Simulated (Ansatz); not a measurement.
AlCl3:
```cif
data_Al4Cl12
_chemical_formula_sum 'Al4 Cl12'
_space_group_name_H-M_alt 'C2/m'
_space_group_IT_number 12
_space_group_name_Hall '-C 2y'
_cell_length_a 5.84500
_cell_length_b 10.11645
_cell_length_c 5.98787
_cell_angle_alpha 90.000
_cell_angle_beta 108.399
_cell_angle_gamma 90.000
loop_
_space_group_symop_operation_xyz
  'x, y, z'
  '-x, -y, -z'
  '-x, y, -z'
  'x, -y, z'
  'x+1/2, y+1/2, z'
  '-x+1/2, -y+1/2, -z'
  '-x+1/2, y+1/2, -z'
  'x+1/2, -y+1/2, z'
loop_
_atom_site_label
_atom_site_type_symbol
_atom_site_symmetry_multiplicity
_atom_site_Wyckoff_symbol
_atom_site_fract_x
_atom_site_fract_y
_atom_site_fract_z
_atom_site_occupancy
Al1 Al 4 g 0.00000 0.16656 0.00000 1
Cl1 Cl 4 i 0.21914 0.00000 0.23328 1
Cl2 Cl 8 j 0.25212 0.32268 0.23134 1
```
(The calculation used a cell of 8 atoms; values per cell refer to that cell.)

Relaxed with LDA.

Problem. Which orbitals make up the states near the band edges in the program Ansatz at the LDA level (PAW)?

Solution. Top 1 eV of the valence band: Cl 3p 98 %. Bottom 1 eV of the conduction band: Al 3s 52 %, Cl 3p 28 %, outside the projected shells 15 %. Projections are on Löwdin-orthogonalised atomic valence shells; empty p or d shells of many metals are not among them.

Problem. Tabulate the density of states.

Solution. States/eV per cell of 8 atoms, in 0.25 eV bins, energy from the valence-band maximum.

| E (eV) | total | Cl 3p | Al 3p | Al 3s |
|---|---|---|---|---|
| -7.85 | 0.00 | 0.00 | 0.00 | 0.00 |
| -7.60 | 0.00 | 0.00 | 0.00 | 0.00 |
| -7.35 | 0.00 | 0.00 | 0.00 | 0.00 |
| -7.10 | 0.00 | 0.00 | 0.00 | 0.00 |
| -6.85 | 0.00 | 0.00 | 0.00 | 0.00 |
| -6.60 | 0.00 | 0.00 | 0.00 | 0.00 |
| -6.35 | 0.00 | 0.00 | 0.00 | 0.00 |
| -6.10 | 0.00 | 0.00 | 0.00 | 0.00 |
| -5.85 | 0.75 | 0.49 | 0.00 | 0.24 |
| -5.60 | 2.83 | 1.87 | 0.00 | 0.83 |
| -5.35 | 3.56 | 2.38 | 0.01 | 0.93 |
| -5.10 | 0.86 | 0.57 | 0.00 | 0.21 |
| -4.85 | 3.03 | 2.16 | 0.01 | 0.51 |
| -4.60 | 4.13 | 2.84 | 0.02 | 0.74 |
| -4.35 | 1.81 | 1.33 | 0.19 | 0.13 |
| -4.10 | 6.68 | 5.09 | 1.36 | 0.01 |
| -3.85 | 5.75 | 4.57 | 0.90 | 0.01 |
| -3.60 | 5.31 | 4.27 | 0.76 | 0.02 |
| -3.35 | 7.32 | 6.11 | 0.86 | 0.04 |
| -3.10 | 5.04 | 4.24 | 0.57 | 0.03 |
| -2.85 | 4.38 | 3.76 | 0.44 | 0.02 |
| -2.60 | 4.40 | 3.79 | 0.45 | 0.01 |
| -2.35 | 2.83 | 2.54 | 0.19 | 0.02 |
| -2.10 | 7.30 | 6.62 | 0.46 | 0.04 |
| -1.85 | 7.46 | 7.07 | 0.20 | 0.03 |
| -1.60 | 9.65 | 9.29 | 0.15 | 0.03 |
| -1.35 | 10.72 | 10.43 | 0.09 | 0.02 |
| -1.10 | 11.72 | 11.44 | 0.08 | 0.02 |
| -0.85 | 11.51 | 11.22 | 0.09 | 0.03 |
| -0.60 | 11.51 | 11.26 | 0.10 | 0.02 |
| -0.35 | 12.44 | 12.23 | 0.07 | 0.01 |
| -0.10 | 3.00 | 2.97 | 0.01 | 0.00 |
| 0.15 | 0.00 | 0.00 | 0.00 | 0.00 |
| 0.40 | 0.00 | 0.00 | 0.00 | 0.00 |
| 0.65 | 0.00 | 0.00 | 0.00 | 0.00 |
| 0.90 | 0.00 | 0.00 | 0.00 | 0.00 |
| 1.15 | 0.00 | 0.00 | 0.00 | 0.00 |
| 1.40 | 0.00 | 0.00 | 0.00 | 0.00 |
| 1.65 | 0.00 | 0.00 | 0.00 | 0.00 |
| 1.90 | 0.00 | 0.00 | 0.00 | 0.00 |
| 2.15 | 0.00 | 0.00 | 0.00 | 0.00 |
| 2.40 | 0.00 | 0.00 | 0.00 | 0.00 |
| 2.65 | 0.00 | 0.00 | 0.00 | 0.00 |
| 2.90 | 0.00 | 0.00 | 0.00 | 0.00 |
| 3.15 | 0.00 | 0.00 | 0.00 | 0.00 |
| 3.40 | 0.00 | 0.00 | 0.00 | 0.00 |
| 3.65 | 0.00 | 0.00 | 0.00 | 0.00 |
| 3.90 | 0.00 | 0.00 | 0.00 | 0.00 |
| 4.15 | 0.00 | 0.00 | 0.00 | 0.00 |
| 4.40 | 0.00 | 0.00 | 0.00 | 0.00 |
| 4.65 | 0.00 | 0.00 | 0.00 | 0.00 |
| 4.90 | 0.18 | 0.05 | 0.00 | 0.09 |
| 5.15 | 2.52 | 0.71 | 0.07 | 1.30 |
| 5.40 | 4.71 | 1.36 | 0.11 | 2.45 |
| 5.65 | 3.26 | 0.87 | 0.12 | 1.70 |
| 5.90 | 4.51 | 1.19 | 0.12 | 2.37 |
| 6.15 | 0.81 | 0.21 | 0.01 | 0.43 |
| 6.40 | 0.00 | 0.00 | 0.00 | 0.00 |
| 6.65 | 0.00 | 0.00 | 0.00 | 0.00 |
| 6.90 | 0.16 | 0.01 | 0.09 | 0.00 |
| 7.15 | 2.83 | 0.25 | 1.54 | 0.02 |
| 7.40 | 5.70 | 0.49 | 2.74 | 0.04 |
| 7.65 | 7.20 | 0.65 | 3.00 | 0.04 |
| 7.90 | 6.08 | 0.59 | 2.26 | 0.03 |
| 8.15 | 6.92 | 0.66 | 2.10 | 0.05 |
| 8.40 | 7.83 | 0.75 | 2.25 | 0.06 |
| 8.65 | 6.99 | 0.64 | 1.88 | 0.06 |
| 8.90 | 7.46 | 0.78 | 2.31 | 0.06 |
| 9.15 | 7.21 | 0.67 | 1.78 | 0.06 |
| 9.40 | 9.63 | 0.80 | 1.80 | 0.06 |
| 9.65 | 7.51 | 0.55 | 1.33 | 0.06 |

The workflow started from a Materials Project entry (that database holds measured and hypothetical structures alike); the Crystallography Open Database files this formula in space group No. 12, but the cells were not matched. Whether it is the stable phase at ambient conditions was not checked. The cell was relaxed with LDA under the symmetry of its start; phonons on a q-mesh show no instability. A crystal of weakly bound layers computed without a dispersion correction: the cell and the soft elastic constants depend strongly on that.

Potentials: the later of the program's two PAW sets.
